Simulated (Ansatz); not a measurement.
AgI in space group P6_3mc (No. 186; Ag on 2a, Ag on 2b, I on 2a, I on 2b), PBE+D3(BJ) (plane waves, PAW; program Ansatz), all energies at zero smearing, with the estimated change up to a 700 eV cutoff added, with one set of potentials and settings (totals compare only within such a set). Cell of 8 atoms (4 Ag, 4 I): -60419.307 eV.

| element | reference phase | E (eV/atom) |
|---|---|---|
| Ag | R-3m, 3 atoms in the cell | -7591.1911 |
| I | Cmce, 4 atoms in the cell | -7513.3076 |

Formation energy per atom, worked out: (-60419.307 − 4×(-7591.1911) − 4×(-7513.3076))/8 = -0.164 eV/atom (-16 kJ per mol of atoms), at 0 K, without zero-point energy or fitted corrections.

The workflow started from a Materials Project entry (that database holds measured and hypothetical structures alike). Its sites differ from those of the usual phase in this space group: another stacking or structure type. The cell was relaxed with PBE+D3(BJ) under the symmetry of its start; its stability against distortions is not shown here. No spin polarisation was allowed. The references are the lowest solids computed at this level, not always the standard phases. Spin–orbit coupling is left out wherever it is not named.

Potentials: the earlier of the program's two PAW sets.
